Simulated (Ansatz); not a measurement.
BaGaGeH:
```yaml
crystal:
  lattice:
    - [4.32856, 0.00000, 0.00000]
    - [-2.16428, 3.74865, 0.00000]
    - [0.00000, 0.00000, 5.24312]
  atoms:
    - { symbol: Ba, position: [0.33333, 0.66667, 0.00259] }
    - { symbol: Ga, position: [0.00000, 0.00000, 0.54998] }
    - { symbol: Ge, position: [0.66667, 0.33333, 0.44950] }
    - { symbol: H, position: [0.00000, 0.00000, 0.87783] }
```

Relaxed with r²SCAN.

Q: Map the electron localisation function on the plane through (0.333, 0.667, 0.003) spanned by u = [0, 0, 1] and v = [1, -1, 0] in lattice vectors, from DFT-r²SCAN in the program Ansatz with PAW potentials.

A: x is the fraction of u, y of v (the angle between them is 90°; rows are the nearest grid lines); atoms in the plane: Ba at (0.00, 0.00), Ga at (0.55, 0.67), Ge at (0.45, 0.33), H at (0.88, 0.67).
```
y \ x    0.000  0.0769  0.192  0.269  0.346  0.462  0.538  0.654  0.731  0.808  0.923    1.00
------  ------  ------  -----  -----  -----  -----  -----  -----  -----  -----  -----  ------
1.00    -0.001   0.187  0.865  0.333  0.022  0.031  0.036  0.029  0.340  0.862  0.181  -0.001
0.919    0.729   0.844  0.730  0.104  0.032  0.103  0.118  0.044  0.107  0.716  0.837   0.729
0.838    0.600   0.534  0.072  0.047  0.188  0.365  0.350  0.230  0.079  0.068  0.403   0.600
0.757    0.332   0.079  0.050  0.200  0.336  0.261  0.204  0.245  0.347  0.776  0.762   0.332
0.703    0.950   0.385  0.075  0.253  0.276  0.099  0.024  0.147  0.387  0.976  0.998   0.950
0.622    0.939   0.349  0.079  0.262  0.286  0.122  0.033  0.166  0.382  0.967  0.997   0.939
0.541    0.188   0.056  0.180  0.419  0.553  0.423  0.343  0.307  0.323  0.435  0.511   0.188
0.459    0.035   0.118  0.637  0.706  0.563  0.489  0.576  0.649  0.433  0.151  0.036   0.035
0.378    0.107   0.514  0.836  0.589  0.272  0.022  0.182  0.540  0.624  0.391  0.057   0.107
0.297    0.112   0.523  0.839  0.579  0.234  0.012  0.145  0.521  0.631  0.408  0.059   0.112
0.243    0.045   0.127  0.685  0.659  0.433  0.271  0.350  0.599  0.523  0.178  0.034   0.045
0.162    0.693   0.532  0.109  0.236  0.450  0.446  0.465  0.359  0.101  0.098  0.606   0.693
0.0811   0.734   0.843  0.717  0.102  0.045  0.121  0.129  0.050  0.123  0.744  0.851   0.734
0.000   -0.001   0.187  0.865  0.333  0.022  0.031  0.036  0.029  0.340  0.862  0.181  -0.001
```

The density is the valence pseudo-density with augmentation charge, so density and ELF within about 1 Å of a nucleus are not all-electron values.

Space group P3m1. The workflow started from a Materials Project entry (that database holds measured and hypothetical structures alike); the Crystallography Open Database files this formula in space group No. 156, but the cells were not matched. Whether it is the stable phase at ambient conditions was not checked. Symmetry was held in the r²SCAN relaxation; its stability against distortions is not shown here. Spin–orbit coupling is left out wherever it is not named.

Potentials: the later of the program's two PAW sets.
